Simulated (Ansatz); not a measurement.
Property card for PtW

PtW:
```cif
data_PtW
_chemical_formula_sum 'Pt1 W1'
_space_group_name_H-M_alt 'P 1'
_space_group_IT_number 1
_cell_length_a 3.67819
_cell_length_b 3.67819
_cell_length_c 3.67819
_cell_angle_alpha 60.000
_cell_angle_beta 60.000
_cell_angle_gamma 60.000
loop_
_space_group_symop_operation_xyz
  'x, y, z'
loop_
_atom_site_label
_atom_site_type_symbol
_atom_site_fract_x
_atom_site_fract_y
_atom_site_fract_z
_atom_site_occupancy
Pt1 Pt 0.00000 0.00000 0.00000 1
W1 W 0.50000 0.50000 0.50000 1
```

Space group Fm-3m (No. 225), rock salt; conventional cell a = b = c = 5.202 Å, α = β = γ = 90.00°.

Method: DFT-PBEsol in the program Ansatz with PAW potentials. Geometry: relaxed at this level of theory. Other levels are named where they apply.

**Cell and energy**

```
Quantity                                                      Value
-----------------------------------------------------  ------------
Volume per atom                                            17.59 Å³
Density                                                 17.88 g/cm³
Formation energy from the elements (no fitted shifts)  0.92 eV/atom
```

**Electronic structure**

```
Property                                                                   Result
------------------------------------  -------------------------------------------
Electronic character                                            metallic (no gap)
Density of states at the Fermi level  1.3 states/eV per atom (mean over ±0.08 eV)
Gap with spin–orbit coupling                                      none (metallic)
```

**Mechanics**

```
Item                                                                   Result
-------------------------------------  --------------------------------------
Bulk modulus (Birch–Murnaghan fit)                                    242 GPa
Pressure derivative B′                                                    4.6
Elastic constants (relaxed ions, GPa)         C11 = 337, C12 = 196, C44 = 3.6
Mechanical stability                   stable (all eigenvalues of C positive)
```

**Phonons**

```
Item                                            Value
-----------------------------  ----------------------
Highest zone-centre frequency                12.0 meV
Zone-centre stability          no imaginary mode at Γ
```

The start of the workflow was typed in or built on a structure type; neither database checked (COD, Materials Project) lists it. Its standing as an ambient phase is unchecked. The cell was relaxed with PBEsol under the symmetry of its start. No spin polarisation was allowed. Its formation energy is positive at this level, so the cell may be metastable or incomplete. As this level gives no gap, shear constants depend on the k-mesh and smearing (Fermi–Dirac, 0.1 eV here). As this level gives no gap, phonon frequencies hold no LO–TO term and depend on the k-mesh and smearing (Fermi–Dirac, 0.1 eV here). The references are the lowest solids computed at this level, not always the standard phases. Scalar-relativistic: spin–orbit coupling is off unless named, which matters more the heavier the elements.

Potentials: the later of the program's two PAW sets.
